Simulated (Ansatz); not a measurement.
# YMgO$_{4}$ in Ansatz, relaxation

The input file (Ansatz 0.2.0, plane waves):

```yaml
crystal:
  lattice:
    - [-3.351377, 3.389928, 3.559039]
    - [3.351377, -3.389928, 3.559039]
    - [3.351377, 3.389928, -3.559039]
  atoms:
    - { symbol: "Y", position: [0.2722, 0.25, 0.0222] }
    - { symbol: "Y", position: [0.7278, 0.75, 0.9778] }
    - { symbol: O, position: [0.272, 0.545, 0.317] }
    - { symbol: O, position: [0.728, 0.455, 0.683] }
    - { symbol: O, position: [0.728, 0.045, 0.273] }
    - { symbol: O, position: [0.272, 0.955, 0.727] }
    - { symbol: O, position: [0.188, 0.988, 0.2] }
    - { symbol: O, position: [0.288, 0.488, 0.8] }
    - { symbol: O, position: [0.812, 0.012, 0.8] }
    - { symbol: O, position: [0.712, 0.512, 0.2] }
    - { symbol: Mg, position: [0.5, 0.0, 0.5] }
    - { symbol: Mg, position: [0.0, 0.5, 0.5] }
  symmetry: { tolerance: 0.0003 }
kpoints:
  mp_grid: { grid: [4, 4, 4], shift: [0, 0, 0] }
magnetization:
  spin_polarized: false
scf:
  occupations: { method: fermi_dirac }
  lower_state_search: "off"
hamiltonian:
  pseudopotentials: { kind: paw }
  xc: r2scan
basis:
  ecutwfc: 500
  fft_grid_basis: typed
relax:
  max_steps: 60
output:
  forces: true
  stress: true
  eigenvalues: true
  bader: true
  populations: true
  elf: true
  write_potential: true
  volumetric_format: npy
  dos:
    e_range: [-12, 8]
    de: 0.05
    projected: { site_lists: { Mg: [Mg], O: [O], "Y": ["Y"] } }
checkpoint:
  read: saved_state
```

The command:

```bash
ansatz run input.yaml --threads 2 --pin off --max-ram 2560MiB --backend cpu --events-out ev --progress --plain --runs-dir out
```

Origin of the cell: a known structure type with other elements, at an estimated volume, so it need not be a known compound.

The smearing width isn't typed, so it takes its default of 0.1 eV.

The saved state is a converged single point of the same cell.

Steps:

| step | ΔF (meV/atom) | max force component (eV/Å) | SCF iterations | step was |
| --- | --- | --- | --- | --- |
| 1 | 0.0 | 3.822 | 7 | accepted |
| 2 | -126.3 | 1.573 | 7 | accepted |
| 3 | -162.6 | 0.561 | 7 | accepted |
| 4 | -194.8 | 0.743 | 6 | accepted |
| 5 | -309.8 | 2.863 | 7 | accepted |
| 6 | -393.9 | 2.071 | 6 | accepted |
| 7 | -413.0 | 0.479 | 6 | accepted |
| 8 | -416.8 | 0.111 | 6 | accepted |
| 9 | -417.4 | 0.020 | 6 | accepted |
| 10 | -417.4 | 0.003 | 5 | accepted |

Step 1, with forces in eV/Å:

```xyz
12
Lattice="-3.351 3.390 3.559 3.351 -3.390 3.559 3.351 3.390 -3.559" Properties=species:S:1:pos:R:3:forces:R:3 pbc="T T T" step=1
Y     0.000    0.151    1.780    0.000   -0.236    0.000
Y     3.351    3.239    1.780    0.000    0.236    0.000
O     1.977    0.149    1.780    3.822   -0.059    0.000
O     1.374    3.241    1.780   -3.822    0.059    0.000
O    -1.374    3.241    1.780    3.822    0.059    0.000
O     4.725    0.149    1.780   -3.822   -0.059    0.000
O     3.351   -2.034    3.474    0.000    1.003   -0.301
O     3.351    2.034   -0.085    0.000   -1.003   -0.301
O     0.000    5.424    0.085    0.000   -1.003    0.301
O     0.000    1.356    3.644    0.000    1.003    0.301
Mg    0.000    3.390    0.000    0.000    0.000    0.000
Mg    3.351    0.000    0.000    0.000    0.000    0.000
```

Step 2, with forces in eV/Å:

```xyz
12
Lattice="-3.351 3.390 3.559 3.351 -3.390 3.559 3.351 3.390 -3.559" Properties=species:S:1:pos:R:3:forces:R:3 pbc="T T T" step=2
Y     0.000    0.161    1.780    0.000    0.045    0.000
Y     3.351    3.229    1.780    0.000   -0.045    0.000
O     2.109    0.159    1.780    1.573   -0.008    0.000
O     1.243    3.231    1.780   -1.573    0.008    0.000
O    -1.243    3.231    1.780    1.573    0.008    0.000
O     4.594    0.159    1.780   -1.573   -0.008    0.000
O     3.351   -1.993    3.441    0.000    0.098   -0.125
O     3.351    1.993   -0.118    0.000   -0.098   -0.125
O     0.000    5.383    0.118    0.000   -0.098    0.125
O     0.000    1.396    3.677    0.000    0.098    0.125
Mg    0.000    3.390    0.000    0.000    0.000    0.000
Mg    3.351    0.000    0.000    0.000    0.000    0.000
```

Step 3, with forces in eV/Å:

```xyz
12
Lattice="-3.351 3.390 3.559 3.351 -3.390 3.559 3.351 3.390 -3.559" Properties=species:S:1:pos:R:3:forces:R:3 pbc="T T T" step=3
Y     0.000    0.213    1.780    0.000    0.082    0.000
Y     3.351    3.177    1.780    0.000   -0.082    0.000
O     2.211    0.197    1.780    0.561    0.071    0.000
O     1.140    3.193    1.780   -0.561   -0.071    0.000
O    -1.140    3.193    1.780    0.561   -0.071    0.000
O     4.492    0.197    1.780   -0.561    0.071    0.000
O     3.351   -1.989    3.400    0.000   -0.335   -0.139
O     3.351    1.989   -0.160    0.000    0.335   -0.139
O     0.000    5.379    0.160    0.000    0.335    0.139
O     0.000    1.401    3.719    0.000   -0.335    0.139
Mg    0.000    3.390    0.000    0.000    0.000    0.000
Mg    3.351    0.000    0.000    0.000    0.000    0.000
```

Step 4, with forces in eV/Å:

```xyz
12
Lattice="-3.351 3.390 3.559 3.351 -3.390 3.559 3.351 3.390 -3.559" Properties=species:S:1:pos:R:3:forces:R:3 pbc="T T T" step=4
Y     0.000    0.322    1.780    0.000    0.120    0.000
Y     3.351    3.068    1.780    0.000   -0.120    0.000
O     2.300    0.308    1.780    0.743    0.204    0.000
O     1.052    3.082    1.780   -0.743   -0.204    0.000
O    -1.052    3.082    1.780    0.743   -0.204    0.000
O     4.403    0.308    1.780   -0.743    0.204    0.000
O     3.351   -2.014    3.309    0.000   -0.477   -0.140
O     3.351    2.014   -0.250    0.000    0.477   -0.140
O     0.000    5.404    0.250    0.000    0.477    0.140
O     0.000    1.376    3.809    0.000   -0.477    0.140
Mg    0.000    3.390    0.000    0.000    0.000    0.000
Mg    3.351    0.000    0.000    0.000    0.000    0.000
```

Step 5, with forces in eV/Å:

```xyz
12
Lattice="-3.351 3.390 3.559 3.351 -3.390 3.559 3.351 3.390 -3.559" Properties=species:S:1:pos:R:3:forces:R:3 pbc="T T T" step=5
Y     0.000    0.435    1.780    0.000   -0.283    0.000
Y     3.351    2.955    1.780    0.000    0.283    0.000
O     2.454    0.434    1.780    2.863    0.418    0.000
O     0.897    2.956    1.780   -2.863   -0.418    0.000
O    -0.897    2.956    1.780    2.863   -0.418    0.000
O     4.249    0.434    1.780   -2.863    0.418    0.000
O     3.351   -2.077    3.221    0.000   -0.357   -0.008
O     3.351    2.077   -0.338    0.000    0.357   -0.008
O     0.000    5.467    0.338    0.000    0.357    0.008
O     0.000    1.313    3.897    0.000   -0.357    0.008
Mg    0.000    3.390    0.000    0.000    0.000    0.000
Mg    3.351    0.000    0.000    0.000    0.000    0.000
```

Step 6, with forces in eV/Å:

```xyz
12
Lattice="-3.351 3.390 3.559 3.351 -3.390 3.559 3.351 3.390 -3.559" Properties=species:S:1:pos:R:3:forces:R:3 pbc="T T T" step=6
Y     0.000    0.433    1.780    0.000   -0.217    0.000
Y     3.351    2.957    1.780    0.000    0.217    0.000
O     2.638    0.503    1.780   -2.071    0.370    0.000
O     0.713    2.887    1.780    2.071   -0.370    0.000
O    -0.713    2.887    1.780   -2.071   -0.370    0.000
O     4.064    0.503    1.780    2.071    0.370    0.000
O     3.351   -2.135    3.213    0.000    0.424    0.028
O     3.351    2.135   -0.346    0.000   -0.424    0.028
O     0.000    5.524    0.346    0.000   -0.424   -0.028
O     0.000    1.255    3.905    0.000    0.424   -0.028
Mg    0.000    3.390    0.000    0.000    0.000    0.000
Mg    3.351    0.000    0.000    0.000    0.000    0.000
```

Step 7, with forces in eV/Å:

```xyz
12
Lattice="-3.351 3.390 3.559 3.351 -3.390 3.559 3.351 3.390 -3.559" Properties=species:S:1:pos:R:3:forces:R:3 pbc="T T T" step=7
Y     0.000    0.377    1.780    0.000    0.238    0.000
Y     3.351    3.013    1.780    0.000   -0.238    0.000
O     2.588    0.557    1.780    0.479    0.142    0.000
O     0.763    2.833    1.780   -0.479   -0.142    0.000
O    -0.763    2.833    1.780    0.479   -0.142    0.000
O     4.115    0.557    1.780   -0.479    0.142    0.000
O     3.351   -2.094    3.232    0.000    0.097   -0.153
O     3.351    2.094   -0.327    0.000   -0.097   -0.153
O     0.000    5.484    0.327    0.000   -0.097    0.153
O     0.000    1.296    3.886    0.000    0.097    0.153
Mg    0.000    3.390    0.000    0.000    0.000    0.000
Mg    3.351    0.000    0.000    0.000    0.000    0.000
```

Step 8, with forces in eV/Å:

```xyz
12
Lattice="-3.351 3.390 3.559 3.351 -3.390 3.559 3.351 3.390 -3.559" Properties=species:S:1:pos:R:3:forces:R:3 pbc="T T T" step=8
Y     0.000    0.409    1.780    0.000   -0.009    0.000
Y     3.351    2.981    1.780    0.000    0.009    0.000
O     2.597    0.589    1.780    0.106    0.111    0.000
O     0.755    2.801    1.780   -0.106   -0.111    0.000
O    -0.755    2.801    1.780    0.106   -0.111    0.000
O     4.106    0.589    1.780   -0.106    0.111    0.000
O     3.351   -2.084    3.194    0.000   -0.074    0.011
O     3.351    2.084   -0.365    0.000    0.074    0.011
O     0.000    5.473    0.365    0.000    0.074   -0.011
O     0.000    1.306    3.924    0.000   -0.074   -0.011
Mg    0.000    3.390    0.000    0.000    0.000    0.000
Mg    3.351    0.000    0.000    0.000    0.000    0.000
```

Step 9, with forces in eV/Å:

```xyz
12
Lattice="-3.351 3.390 3.559 3.351 -3.390 3.559 3.351 3.390 -3.559" Properties=species:S:1:pos:R:3:forces:R:3 pbc="T T T" step=9
Y     0.000    0.411    1.780    0.000   -0.020    0.000
Y     3.351    2.979    1.780    0.000    0.020    0.000
O     2.599    0.619    1.780   -0.008   -0.007    0.000
O     0.752    2.771    1.780    0.008    0.007    0.000
O    -0.752    2.771    1.780   -0.008    0.007    0.000
O     4.103    0.619    1.780    0.008   -0.007    0.000
O     3.351   -2.089    3.189    0.000    0.015   -0.007
O     3.351    2.089   -0.370    0.000   -0.015   -0.007
O     0.000    5.479    0.370    0.000   -0.015    0.007
O     0.000    1.301    3.929    0.000    0.015    0.007
Mg    0.000    3.390    0.000    0.000    0.000    0.000
Mg    3.351    0.000    0.000    0.000    0.000    0.000
```

Step 10, with forces in eV/Å:

```xyz
12
Lattice="-3.351 3.390 3.559 3.351 -3.390 3.559 3.351 3.390 -3.559" Properties=species:S:1:pos:R:3:forces:R:3 pbc="T T T" step=10
Y     0.000    0.409    1.780    0.000   -0.001    0.000
Y     3.351    2.981    1.780    0.000    0.001    0.000
O     2.599    0.617    1.780    0.003    0.002    0.000
O     0.752    2.773    1.780   -0.003   -0.002    0.000
O    -0.752    2.773    1.780    0.003   -0.002    0.000
O     4.104    0.617    1.780   -0.003    0.002    0.000
O     3.351   -2.087    3.188    0.000    0.001    0.003
O     3.351    2.087   -0.371    0.000   -0.001    0.003
O     0.000    5.477    0.371    0.000   -0.001   -0.003
O     0.000    1.302    3.930    0.000    0.001   -0.003
Mg    0.000    3.390    0.000    0.000    0.000    0.000
Mg    3.351    0.000    0.000    0.000    0.000    0.000
```

```
Free energy lowered by  : 417.4 meV/atom
Final pressure          : -4.94 GPa
Relaxation steps listed : 10
```

Caveats: no spin, though holes on the anions or broken bonds may carry moments; the SCF threshold is looser than advised for a stress; the k mesh is coarse if the cell is a metal; the relaxation held the start's symmetry, so the end may be a saddle point.

The run took 210 s of wall time on 2 CPU thread(s) of a shared host, from a saved density.
